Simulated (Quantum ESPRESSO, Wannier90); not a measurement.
**Wannier functions of Zn2SeS (P-4m2)**

Cell from Materials Project (mp-1215430), symmetrised, no further relaxation. Not found in the COD (Crystallography Open Database) copy used; not checked further. Computed values, not measurements, from PBEsol: Quantum ESPRESSO (norm-conserving PseudoDojo potentials, cutoff 69 Ry, spinors with spin-orbit coupling) on a Γ-centred 4×4×4 mesh, then Wannier90. Density: 8×8×6 mesh, cold smearing 0.01 Ry.

On the energy scale of pw.x, whose zero is arbitrary, the valence-band maximum lies at 8.00 eV.

Input w.win:

```
num_bands = 36
num_wann = 36
exclude_bands = 1-26,63-106
spinors = true
num_iter = 1000
conv_tol = 1.0e-6
conv_window = 4
write_hr = true
write_u_matrices = true
auto_projections = true
begin unit_cell_cart
ang
    3.9092900000    0.0000000000    0.0000000000
    0.0000000000    3.9092900000    0.0000000000
    0.0000000000    0.0000000000    5.5221200000
end unit_cell_cart
begin atoms_frac
Zn   0.5000000000  0.0000000000 -0.2369400000
Zn   0.0000000000  0.5000000000  0.2369400000
Se   0.0000000000  0.0000000000  0.5000000000
S    0.5000000000  0.5000000000  0.0000000000
end atoms_frac
mp_grid = 4 4 4
begin kpoints
0.0000000000 0.0000000000 0.0000000000
0.0000000000 0.0000000000 0.2500000000
0.0000000000 0.0000000000 0.5000000000
... (61 more lines: the 4x4x4 mesh through Gamma)
end kpoints
```

Input of pw2wannier90.x that gives the overlap and projection files (equivalent; here they were cut from one run over all bands):

```
&inputpp
  outdir = './out'
  prefix = 'pwscf'
  seedname = 'w'
  write_amn = .true.
  write_mmn = .true.
  scdm_proj = .true.
  scdm_entanglement = 'isolated'
/
```

Output w.wout (banner and timings cut):

```
                                    ------
                                    SYSTEM
                                    ------

                              Lattice Vectors (Ang)
                    a_1     3.909290   0.000000   0.000000
                    a_2     0.000000   3.909290   0.000000
                    a_3     0.000000   0.000000   5.522120

                   Unit Cell Volume:      84.39207  (Ang^3)

                        Reciprocal-Space Vectors (Ang^-1)
                    b_1     1.607245   0.000000   0.000000
                    b_2     0.000000   1.607245   0.000000
                    b_3     0.000000   0.000000   1.137821

 *----------------------------------------------------------------------------*
 |   Site       Fractional Coordinate          Cartesian Coordinate (Ang)     |
 +----------------------------------------------------------------------------+
 | zn   1   0.50000   0.00000  -0.23694   |    1.95464   0.00000  -1.30841    |
 | zn   2   0.00000   0.50000   0.23694   |    0.00000   1.95464   1.30841    |
 | se   1   0.00000   0.00000   0.50000   |    0.00000   0.00000   2.76106    |
 | s    1   0.50000   0.50000   0.00000   |    1.95464   1.95464   0.00000    |
 *----------------------------------------------------------------------------*
                                ------------
                                K-POINT GRID
                                ------------

             Grid size =  4 x  4 x  4      Total points =   64

 *---------------------------------- MAIN ------------------------------------*
 |  Number of Wannier Functions               :                36             |
 |  Number of Objective Wannier Functions     :                36             |
 |  Number of input Bloch states              :                36             |
 |  Output verbosity (1=low, 5=high)          :                 1             |
 |  Timing Level (1=low, 5=high)              :                 1             |
 |  Optimisation (0=memory, 3=speed)          :                 3             |
 |  Length Unit                               :               Ang             |
 |  Post-processing setup (write *.nnkp)      :                 F             |
 |  Using Gamma-only branch of algorithms     :                 F             |
 *----------------------------------------------------------------------------*
 *------------------------------- WANNIERISE ---------------------------------*
 |  Total number of iterations                :              1000             |
 |  Number of CG steps before reset           :                 5             |
 |  Trial step length for line search         :             2.000             |
 |  Convergence tolerence                     :         0.100E-05             |
 |  Convergence window                        :                 4             |
 |  Iterations between writing output         :                 1             |
 |  Iterations between backing up to disk     :               100             |
 |  Write r^2_nm to file                      :                 F             |
 |  Write xyz WF centres to file              :                 F             |
 |  Write on-site energies <0n|H|0n> to file  :                 F             |
 |  Use guiding centre to control phases      :                 F             |
 |  Use phases for initial projections        :                 F             |
 *----------------------------------------------------------------------------*
 *-------------------------------- PLOTTING ----------------------------------*
 |  Plotting Hamiltonian in WF basis          :                 T             |
 *----------------------------------------------------------------------------*

 *---------------------------------- K-MESH ----------------------------------*
 +----------------------------------------------------------------------------+
 |                    Distance to Nearest-Neighbour Shells                    |
 |                    ------------------------------------                    |
 |          Shell             Distance (Ang^-1)          Multiplicity         |
 |          -----             -----------------          ------------         |
 |             1                   0.284455                      2            |
 |             2                   0.401811                      4            |
 |             3                   0.492308                      8            |
 |             4                   0.568247                      4            |
 |             5                   0.568911                      2            |
 |             6                   0.635468                      8            |
 |             7                   0.696499                      8            |
 |             8                   0.803622                      4            |
       ... (lines left out)
 +----------------------------------------------------------------------------+
 | The b-vectors are chosen automatically                                     |
 | The following shells are used:                       1,  2                 |
 +----------------------------------------------------------------------------+
 |                        Shell   # Nearest-Neighbours                        |
 |                        -----   --------------------                        |
 |                          1               2                                 |
 |                          2               4                                 |
 +----------------------------------------------------------------------------+
 | Completeness relation is fully satisfied [Eq. (B1), PRB 56, 12847 (1997)]  |
 +----------------------------------------------------------------------------+
 |                  b_k Vectors (Ang^-1) and Weights (Ang^2)                  |
 |                  ----------------------------------------                  |
 |            No.         b_k(x)      b_k(y)      b_k(z)        w_b           |
 |            ---        --------------------------------     --------        |
 |             1         0.000000    0.000000    0.284455     6.179338        |
 |             2         0.000000    0.000000   -0.284455     6.179338        |
 |             3         0.000000    0.401811    0.000000     3.096892        |
 |             4         0.401811    0.000000    0.000000     3.096892        |
 |             5         0.000000   -0.401811    0.000000     3.096892        |
 |             6        -0.401811    0.000000    0.000000     3.096892        |
 +----------------------------------------------------------------------------+
 |                           b_k Directions (Ang^-1)                          |
 |                           -----------------------                          |
 |            No.           x           y           z                         |
 |            ---        --------------------------------                     |
 |             1         0.000000    0.000000    0.284455                     |
 |             2         0.000000    0.401811    0.000000                     |
 |             3         0.401811    0.000000    0.000000                     |
 +----------------------------------------------------------------------------+

 Starting a new Wannier90 calculation ...

 Reading overlaps from w.mmn

 Reading projections from w.amn

 *------------------------------- WANNIERISE ---------------------------------*
 +--------------------------------------------------------------------+<-- CONV
 | Iter  Delta Spread     RMS Gradient      Spread (Ang^2)            |<-- CONV
 +--------------------------------------------------------------------+<-- CONV

 ------------------------------------------------------------------------------
 Initial State
  WF centre and spread    1  ( -1.998986, -0.087962, -1.348949 )     3.26173722
  WF centre and spread    2  ( -0.001673, -1.959442,  1.303110 )     0.75495331
  WF centre and spread    3  (  0.059227, -2.042266,  1.348666 )     3.14606164
  WF centre and spread    4  ( -1.813557, -0.009387, -1.528895 )     3.57174842
  WF centre and spread    5  (  0.013690, -1.924022,  1.311074 )     1.36084125
  WF centre and spread    6  ( -1.820082,  0.009372, -1.393867 )     2.08596630
  WF centre and spread    7  ( -1.824291,  0.019165, -1.516013 )     4.73486038
  WF centre and spread    8  ( -0.010856, -1.909485,  1.408496 )     3.28703160
  WF centre and spread    9  ( -1.928303,  0.087763, -1.381973 )     5.62712080
  WF centre and spread   10  (  0.028832, -1.947054,  1.309722 )     1.05708598
  WF centre and spread   11  ( -1.990735,  1.361236, -0.511900 )     3.18811037
  WF centre and spread   12  ( -1.359562, -1.937522,  0.402169 )     2.31767982
  WF centre and spread   13  (  1.318825, -1.947883,  0.449802 )     2.92440673
  WF centre and spread   14  ( -2.024444, -1.367601, -0.559479 )     3.51704336
  WF centre and spread   15  (  0.049854,  0.464636,  2.496652 )     4.72105904
  WF centre and spread   16  (  0.491371, -0.169120, -2.419677 )     6.19603501
  WF centre and spread   17  ( -0.426503, -0.100329, -2.573274 )     5.23498955
  WF centre and spread   18  (  0.011579, -0.445599,  2.391006 )     4.55504725
  WF centre and spread   19  (  1.505709,  0.134245, -1.884658 )     5.94404739
  WF centre and spread   20  (  1.786507, -0.007423, -1.799652 )     6.71089603
  WF centre and spread   21  (  1.951360,  0.028868, -1.165030 )     2.95262853
  WF centre and spread   22  ( -0.042591, -1.963874,  1.143879 )     3.62540854
  WF centre and spread   23  ( -0.066728, -1.949644,  1.403883 )     4.04281144
  WF centre and spread   24  (  0.098979, -1.950913,  1.409359 )     3.06253656
  WF centre and spread   25  (  1.921910,  0.009576, -1.372066 )     4.11716986
  WF centre and spread   26  ( -1.859639,  0.149290, -1.358847 )     3.87919309
  WF centre and spread   27  ( -1.805711, -0.075209, -1.419583 )     3.44779109
  WF centre and spread   28  (  0.041342,  1.833283,  1.361206 )     4.71905046
  WF centre and spread   29  (  0.046629,  2.021842,  1.480427 )     5.60100636
  WF centre and spread   30  ( -0.006064,  1.815208,  1.467125 )     4.23518330
  WF centre and spread   31  (  1.861531,  0.076091, -1.404416 )     3.96381089
  WF centre and spread   32  (  1.966139, -0.203320, -1.388498 )     5.62399115
  WF centre and spread   33  ( -0.048818,  0.038053, -2.966719 )     9.95051724
  WF centre and spread   34  ( -1.901039,  0.154624, -1.196426 )     6.11975242
  WF centre and spread   35  (  0.131877, -1.798045,  1.256460 )     6.37241411
  WF centre and spread   36  (  0.047197,  0.180472, -2.254160 )    10.57409650
  Sum of centres and spreads ( -7.597023,-15.412375, -9.501047 )   156.48408296

      0     0.156E+03     0.0000000000      156.4840829607  <-- CONV
        O_D=      5.3465606 O_OD=    122.2649274 O_TOT=    156.4840830 <-- SPRD
 ------------------------------------------------------------------------------
      1    -0.116E+02     7.7413074057      144.9087675971  <-- CONV
        O_D=      3.0565564 O_OD=    112.9796163 O_TOT=    144.9087676 <-- SPRD
      2    -0.181E+02     5.5962604208      126.8243227723  <-- CONV
        O_D=      4.0032314 O_OD=     93.9484965 O_TOT=    126.8243228 <-- SPRD
      3    -0.157E+01     7.2449861522      125.2582804333  <-- CONV
        O_D=      3.4642474 O_OD=     92.9214381 O_TOT=    125.2582804 <-- SPRD
      4    -0.962E+01     6.5866630308      115.6427177163  <-- CONV
        O_D=      2.2477748 O_OD=     84.5223481 O_TOT=    115.6427177 <-- SPRD
      5    -0.640E+01     5.8048823236      109.2377910235  <-- CONV
        O_D=      2.3946393 O_OD=     77.9705569 O_TOT=    109.2377910 <-- SPRD
       ... (lines left out)
     92    -0.698E-06     0.0010452585       32.0894552178  <-- CONV
        O_D=      0.0088121 O_OD=      3.2080482 O_TOT=     32.0894552 <-- SPRD
     93    -0.706E-06     0.0010409802       32.0894545117  <-- CONV
        O_D=      0.0088121 O_OD=      3.2080475 O_TOT=     32.0894545 <-- SPRD
     94    -0.705E-06     0.0010479094       32.0894538064  <-- CONV
        O_D=      0.0088121 O_OD=      3.2080468 O_TOT=     32.0894538 <-- SPRD
             <<<     Delta < 1.000E-06  over  4 iterations     >>>
             <<< Wannierisation convergence criteria satisfied >>>
 Final State
  WF centre and spread    1  ( -1.955202,  0.011798, -1.315668 )     0.40610999
  WF centre and spread    2  ( -0.012355, -1.954482,  1.316762 )     0.40706236
  WF centre and spread    3  (  0.006018, -1.956199,  1.309565 )     0.39730228
  WF centre and spread    4  ( -1.955337, -0.006631, -1.309318 )     0.39498872
  WF centre and spread    5  ( -0.000309, -1.950800,  1.297726 )     0.40037093
  WF centre and spread    6  ( -1.950454, -0.000770, -1.300317 )     0.39946060
  WF centre and spread    7  ( -1.961011,  0.006626, -1.309755 )     0.39691694
  WF centre and spread    8  ( -0.006843, -1.959230,  1.309877 )     0.39709961
  WF centre and spread    9  ( -1.950060, -0.010063, -1.304008 )     0.40985091
  WF centre and spread   10  (  0.011422, -1.952579,  1.305108 )     0.40702398
  WF centre and spread   11  ( -1.954608,  1.401413, -0.381918 )     1.41076308
  WF centre and spread   12  ( -1.401444, -1.954581,  0.381958 )     1.41078450
  WF centre and spread   13  (  1.401444, -1.954597,  0.381958 )     1.41085117
  WF centre and spread   14  ( -1.954627, -1.401475, -0.381998 )     1.41086128
  WF centre and spread   15  (  0.000078,  0.585191,  2.345874 )     1.59265381
  WF centre and spread   16  (  0.584999, -0.000116, -2.345577 )     1.59271790
  WF centre and spread   17  (  0.000081, -0.584999, -3.176528 )     1.59276023
  WF centre and spread   18  (  0.000008, -0.585030,  2.345631 )     1.59266165
  WF centre and spread   19  (  0.585081, -0.000102, -2.345724 )     1.59275090
  WF centre and spread   20  (  3.324177, -0.000042, -2.345751 )     1.59263979
  WF centre and spread   21  (  1.957763,  0.002345, -1.314630 )     0.40746599
  WF centre and spread   22  ( -1.401634, -1.954600,  0.382218 )     1.41088709
  WF centre and spread   23  (  0.003613, -1.953599,  1.305785 )     0.40373990
  WF centre and spread   24  (  1.401275, -1.954703,  0.381735 )     1.41080578
  WF centre and spread   25  (  1.965684, -0.000511, -1.304528 )     0.40859883
  WF centre and spread   26  ( -1.960084, -0.003083, -1.305842 )     0.40349624
  WF centre and spread   27  ( -1.958344,  0.004300, -1.306419 )     0.39816635
  WF centre and spread   28  (  0.001051,  1.956915,  1.306891 )     0.39916033
  WF centre and spread   29  (  0.000897,  1.956213,  1.307275 )     0.41091041
  WF centre and spread   30  ( -0.001476,  1.947774,  1.307657 )     0.40285488
  WF centre and spread   31  (  1.954855,  1.401465, -0.381992 )     1.41082232
  WF centre and spread   32  (  1.948415, -0.004021, -1.309590 )     0.40545597
  WF centre and spread   33  ( -0.585245, -0.000062, -2.345961 )     1.59270797
  WF centre and spread   34  ( -1.954547, -1.401446, -0.381941 )     1.41086165
  WF centre and spread   35  ( -0.002070, -1.952691,  1.313410 )     0.40511336
  WF centre and spread   36  (  0.000134,  0.585202, -3.176217 )     1.59277609
  Sum of centres and spreads ( -7.818655,-15.637172,-11.044250 )    32.08945381

         Spreads (Ang^2)       Omega I      =    28.872594897
        ================       Omega D      =     0.008812067
                               Omega OD     =     3.208046842
    Final Spread (Ang^2)       Omega Total  =    32.089453806
```
